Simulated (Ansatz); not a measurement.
PbS:
Space group Fm-3m (No. 225); a = b = c = 5.974 Å, α = β = γ = 90.00°

```tsv
atom	site	symmetry	x	y	z
S	4a	m-3m	0.0000	0.0000	0.0000
Pb	4b	m-3m	0.5000	0.5000	0.5000
```
(The calculation used a cell of 2 atoms; values per cell refer to that cell.)

Relaxed with r²SCAN.

Problem. Decompose the optical modes at the zone centre into irreducible representations, and say which are infrared and Raman allowed.

Solution. Point group m-3m: Γ_opt = T1u. Infrared: T1u. Raman: none.

Problem. Assign frequencies (DFPT, the program Ansatz at the r²SCAN level (PAW); without the LO–TO term).

Solution. T1u 38 cm⁻¹.

The cell was relaxed with r²SCAN under the symmetry of its start; of distortions, only those at the zone centre were tested. Spin–orbit coupling is left out wherever it is not named.

Potentials: the later of the program's two PAW sets.
